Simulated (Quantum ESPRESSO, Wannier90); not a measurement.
# Tight-binding from DFT: Mg3ZnO4 (Cmmm)

```xyz
8
Lattice="3.0230 -4.2767 0.0000 3.0230 4.2767 0.0000 0.0000 0.0000 3.0281" Properties=species:S:1:pos:R:3 pbc="T T T"
Mg     3.0230     0.0000     0.0000
Mg     1.5115     2.1384     1.5140
Mg     1.5115    -2.1384     1.5140
Zn     0.0000     0.0000     0.0000
O      0.0000    -2.1656     0.0000
O      0.0000     2.1656     0.0000
O     -1.5474     0.0000     1.5140
O      1.5474     0.0000     1.5140
```

Materials Project entry mp-753315; symmetrised, unrelaxed at this level. Not found in the COD (Crystallography Open Database) copy used; not checked further. Method: LDA plane waves in Quantum ESPRESSO 7.5 (PseudoDojo norm-conserving files, 68 Ry, no spin polarisation, no spin-orbit coupling), Bloch states on a 4×4×8 mesh through Γ, Wannier90 4.0.1. Density: 6×6×10 mesh, cold smearing 0.01 Ry.

A tight-binding model is made by disentanglement and projection with no localisation steps (num_iter = 0), so the 37 orbitals stay atom-like: hydrogen-like Mg: s;p; Zn: s;p;d; O: s;p, axes along x, y, z; frozen window up to 4.62 eV relative to the valence-band maximum. It follows pw.x to 1.3 meV rms for states up to 4.1 eV relative to the valence-band maximum. Matrix elements depend on this choice of orbitals and windows.

Problem. Which pairs of orbitals on different sites are coupled most strongly? Give distance, modulus and how many such pairs a cell has.

Solution. 
| orbital | orbital | distance of the centres (Å) | modulus (eV) | pairs |
|---|---|---|---|---|
| O py | Zn py | 2.17 | 2.41 | 2 |
| Mg py | O py | 2.11 | 2.32 | 2 |
| Mg py | O py | 2.14 | 2.16 | 4 |
| Mg py | O s | 2.12 | 1.76 | 2 |
| O s | Zn py | 2.16 | 1.72 | 2 |
| O py | Zn s | 2.17 | 1.70 | 2 |
| Mg py | O s | 2.14 | 1.61 | 4 |
| Mg s | O py | 2.11 | 1.56 | 2 |
| Mg px | Mg px | 3.02 | 1.55 | 2 |
| Mg px | Zn px | 3.02 | 1.51 | 2 |
| Mg pz | Mg pz | 3.03 | 1.50 | 3 |
| O pz | Zn px | 2.17 | 1.48 | 4 |
| Zn pz | Zn pz | 3.03 | 1.47 | 1 |
| Mg s | O py | 2.14 | 1.46 | 4 |
| Mg pz | O px | 2.11 | 1.44 | 4 |
| O px | Zn pz | 2.17 | 1.43 | 4 |
| Mg px | O pz | 2.11 | 1.39 | 12 |
| Mg pz | O px | 2.14 | 1.37 | 8 |
| Mg pz | O s | 2.12 | 1.23 | 4 |
| O s | Zn px | 2.16 | 1.22 | 4 |
| O px | Zn s | 2.17 | 1.19 | 4 |
| Mg px | O s | 2.12 | 1.19 | 4 |
| O pz | Zn s | 2.17 | 1.18 | 4 |
| O s | Zn pz | 2.16 | 1.18 | 4 |
| Mg pz | O s | 2.14 | 1.16 | 8 |
| Mg px | O s | 2.14 | 1.15 | 8 |
| O s | Zn dx2-y2 | 2.16 | 1.10 | 2 |
| O s | Zn dxz | 2.16 | 1.09 | 4 |
| Mg s | O pz | 2.11 | 1.09 | 4 |
| Mg s | O px | 2.11 | 1.08 | 12 |
